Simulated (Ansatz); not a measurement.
Values for one crystal, relaxed and computed with LDA in the plane-wave PAW code Ansatz; other levels are named.

| Item | Value |
|---|---|
| Volume per atom | 13.04 Å³ |
| Band gap | 3.45 eV (indirect) |
| Zero-point energy | 56.0 meV/atom |
| Highest zone-centre frequency (without LO–TO term) | 291 cm⁻¹ |
| Electron effective mass | 0.40, 0.40, 1.4 mₑ (principal values) |
| Conduction-band minimum | at X (3 equivalent valleys) |
| Static dielectric constant ε0 (ions relaxed, cell fixed) | 14.9 |

Task: Pick the material that matches.
(A) InP, zinc blende
(B) BN, zinc blende
(C) CaO, rock salt
(D) SiO2, Pn-3m (Si on 2a, O on 4b)

Result: C, CaO, rock salt

Space group Fm-3m (rock salt). The LDA relaxation kept the symmetry of its start; phonons on a q-mesh show no instability.

Potentials: the earlier of the program's two PAW sets.
